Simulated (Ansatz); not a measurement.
Level of theory: DFT PBE, scalar-relativistic, plane waves, PAW (Ansatz). Settings: cutoff 420 eV, Γ-centred meshes spaced at most about 0.3 Å⁻¹, and about 0.25 Å⁻¹ or finer for metals (2π included), Gaussian smearing. No spin polarisation in the final relaxations.

Temperature and zero-point effects are left out.

Compare these two cells of Ge₅Pd, each relaxed at this level.

A.

```xyz
6
Lattice="4.8622 0.0000 0.0000 -2.4311 4.2108 0.0000 0.0000 0.0000 5.3224" Properties=species:S:1:pos:R:3 pbc="T T T"
Ge    0.0000    2.8072    2.6612
Ge    2.4311    1.4036    2.6612
Ge    0.0000    2.8072    0.0000
Ge    2.4311    1.4036    0.0000
Ge    0.0000    0.0000    2.6612
Pd    0.0000    0.0000    0.0000
```

B.

```xyz
6
Lattice="0.0000 3.8820 3.8820 3.8820 0.0000 3.8820 3.8820 3.8820 0.0000" Properties=species:S:1:pos:R:3 pbc="T T T"
Ge    4.8536    4.8536    2.9105
Ge    4.8536    2.9105    4.8536
Ge    2.9105    4.8536    4.8536
Ge    2.9105    2.9105    2.9105
Ge    5.8230    5.8230    5.8230
Pd    0.0000    0.0000    0.0000
```

Question: Which would you expect to be lower, and how large is the difference?

Answer: A is lower, by 0.31 eV/atom. A has space group P6/mmm (No. 191), 18.2 Å³/atom and no gap on its mesh; B has space group F-43m (No. 216), 19.5 Å³/atom and no gap. Counting Ge atoms around Pd (those within 1.25 times the shortest such distance or 1.15 times the sum of covalent radii; the shortest distance is added where it is long for a bond), A has Pd 8 and B has Pd 16 from 3.2 Å. The denser one is the lower, and pressure would at first widen the difference. Even the lower one lies +0.08 eV/atom against the reference forms of the elements (uncorrected), so neither is stable at this level. In A, Ge on a site of symmetry -6m2 is surrounded by 8 Ge at 2.66–2.81 Å; around Ge on a second site of symmetry -6m2 lie 5 Ge at 2.66–2.81 Å and 3 Pd at 2.81 Å; Pd has 8 Ge at 2.66–2.81 Å; 1 more site not described. In B, Ge on a site of symmetry 3m is surrounded by 6 Ge at 2.74–2.75 Å, 3 Pd at 3.22 Å and 3 Ge at 3.22 Å; Ge on a site of symmetry -43m is surrounded by 12 Ge at 3.22 Å and 4 Pd at 3.36 Å; Pd is surrounded by 16 Ge at 3.22–3.36 Å. Both come from invented guesses.

Cells relaxed within their symmetry can be saddle points.
